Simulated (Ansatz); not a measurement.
SnPt:
```yaml
crystal:
  lattice:
    - [4.12373, 0.00000, 0.00000]
    - [-2.06186, 3.57125, 0.00000]
    - [0.00000, 0.00000, 5.44206]
  atoms:
    - { symbol: Sn, position: [0.66667, 0.33333, 0.75000] }
    - { symbol: Sn, position: [0.33333, 0.66667, 0.25000] }
    - { symbol: Pt, position: [0.00000, 0.00000, 0.50000] }
    - { symbol: Pt, position: [0.00000, 0.00000, 0.00000] }
```

Relaxed with PBEsol. Special points in fractions of this cell's reciprocal vectors: Γ (0.000, 0.000, 0.000); M (0.500, 0.000, 0.000); K (0.333, 0.333, 0.000); A (0.000, 0.000, 0.500); L (0.500, 0.000, 0.500); H (0.333, 0.333, 0.500).

Q: List the band energies nearest the Fermi level at these points for plane-wave PAW PBEsol with spin–orbit coupling (Ansatz code).

A: In eV from the Fermi level; about four levels below and three above (degenerate sets whole), none deeper than 8.9 eV; points with the same levels are listed once.

```csv
k,below,above
Γ,-2.20 -2.20 -1.65 -1.65,1.05 1.05 1.23 1.23
M,-1.68 -1.68 -1.52 -1.52,0.99 0.99 2.65 2.65
K,-1.64 -1.64 -1.14 -1.14,0.51 0.51 0.53 0.53
A,-3.24 -3.24 -3.24 -3.24,0.93 0.93 0.93 0.93
L,-2.37 -2.37 -2.37 -2.37,1.56 1.56 1.56 1.56
H,-1.11 -1.11 -1.03 -1.03,6.21 6.21 6.23 6.23
```

Space group P6_3/mmc (NiAs type). The workflow started from a Materials Project entry (that database holds measured and hypothetical structures alike); the Crystallography Open Database files this formula in space group No. 194, but the cells were not matched. Its standing as an ambient phase is unchecked. Symmetry was held in the PBEsol relaxation; its stability against distortions is not shown here. No spin polarisation was allowed.

Potentials: the later of the program's two PAW sets.
